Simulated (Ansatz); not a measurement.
WC:
```xyz
2
Lattice="2.8837 0.0000 0.0000 -1.4418 2.4973 0.0000 0.0000 0.0000 2.8118" Properties=species:S:1:pos:R:3 pbc="T T T"
W      0.0000     0.0000     0.0000
C      1.4418     0.8324     1.4059
```

Relaxed with LDA. Special points in fractions of this cell's reciprocal vectors: Γ (0.000, 0.000, 0.000); M (0.500, 0.000, 0.000); K (0.333, 0.333, 0.000); A (0.000, 0.000, 0.500); L (0.500, 0.000, 0.500); H (0.333, 0.333, 0.500).

**Question.** List the band energies nearest the Fermi level at these points for LDA in the plane-wave PAW code Ansatz.

**Answer.** In eV from the Fermi level; about four levels below and three above (degenerate sets whole), none deeper than 8.9 eV; … stands for higher levels left out; points with the same levels are listed once.

| k | below | above |
|---|---|---|
| Γ | -4.43 -3.43 -3.43 | 0.14 3.32 3.32 |
| M | -7.06 -3.70 -3.66 -0.43 | 2.40 4.66 5.03 |
| K | -6.66 -4.59 -3.53 | 0.61 1.00 2.09 |
| A | -2.07 -2.07 -0.62 -0.62 | 3.78 … |
| L | -6.57 -4.44 -4.14 | 0.41 4.57 5.50 |
| H | -7.40 -5.44 -1.52 -0.63 | 4.55 6.71 7.83 |

Space group P-6m2. Symmetry was held in the LDA relaxation; phonons on a q-mesh show no instability. The run is not spin-polarised. Spin–orbit coupling is left out wherever it is not named.

Potentials: the later of the program's two PAW sets.
